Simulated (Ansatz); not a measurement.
HfPt₃:
```yaml
crystal:
  lattice:
    - [5.66665, 0.00000, 0.00000]
    - [-2.83333, 4.90746, 0.00000]
    - [0.00000, 0.00000, 9.25703]
  atoms:
    - { symbol: Hf, position: [0.00000, 0.00000, 0.00000] }
    - { symbol: Hf, position: [0.00000, 0.00000, 0.50000] }
    - { symbol: Hf, position: [0.33333, 0.66667, 0.25000] }
    - { symbol: Hf, position: [0.66667, 0.33333, 0.75000] }
    - { symbol: Pt, position: [0.50000, 0.00000, 0.00000] }
    - { symbol: Pt, position: [0.50000, 0.50000, 0.50000] }
    - { symbol: Pt, position: [0.00000, 0.50000, 0.00000] }
    - { symbol: Pt, position: [0.50000, 0.00000, 0.50000] }
    - { symbol: Pt, position: [0.50000, 0.50000, 0.00000] }
    - { symbol: Pt, position: [0.00000, 0.50000, 0.50000] }
    - { symbol: Pt, position: [0.83040, 0.66079, 0.25000] }
    - { symbol: Pt, position: [0.16960, 0.33921, 0.75000] }
    - { symbol: Pt, position: [0.16960, 0.83040, 0.75000] }
    - { symbol: Pt, position: [0.83040, 0.16960, 0.25000] }
    - { symbol: Pt, position: [0.33921, 0.16960, 0.25000] }
    - { symbol: Pt, position: [0.66079, 0.83040, 0.75000] }
```

Relaxed with r²SCAN. Special points in fractions of this cell's reciprocal vectors: Γ (0.000, 0.000, 0.000); M (0.500, 0.000, 0.000); K (0.333, 0.333, 0.000); A (0.000, 0.000, 0.500); L (0.500, 0.000, 0.500); H (0.333, 0.333, 0.500).

Q: List the band energies nearest the Fermi level at these points for r²SCAN in the plane-wave PAW code Ansatz.

A: In eV from the Fermi level; about four levels below and three above (degenerate sets whole), none deeper than 8.9 eV; points with the same levels are listed once.

| k | below | above |
|---|---|---|
| Γ | -0.31 -0.31 -0.21 -0.17 | 0.22 0.22 0.53 |
| M | -1.14 -1.14 -0.51 -0.39 | 0.20 0.99 1.08 |
| K | -1.20 -1.20 -0.82 -0.23 | 0.79 1.40 1.40 1.40 |
| A | -0.24 -0.24 -0.08 -0.08 | 1.15 1.15 1.15 1.15 |
| L | -1.15 -1.15 -0.24 -0.24 | 0.53 0.53 1.24 1.24 |
| H | -1.27 -1.27 -0.71 -0.71 | 0.71 0.71 1.10 1.10 |

Space group P6_3/mmc. The first step of the workflow began from a Materials Project structure, measured or hypothetical; the Crystallography Open Database files this formula in space group No. 194, but the cells were not matched. Whether it is the stable phase at ambient conditions was not checked. Symmetry was held in the r²SCAN relaxation; its stability against distortions is not shown here. No spin polarisation was allowed. Spin–orbit coupling is left out wherever it is not named.

Potentials: the later of the program's two PAW sets.
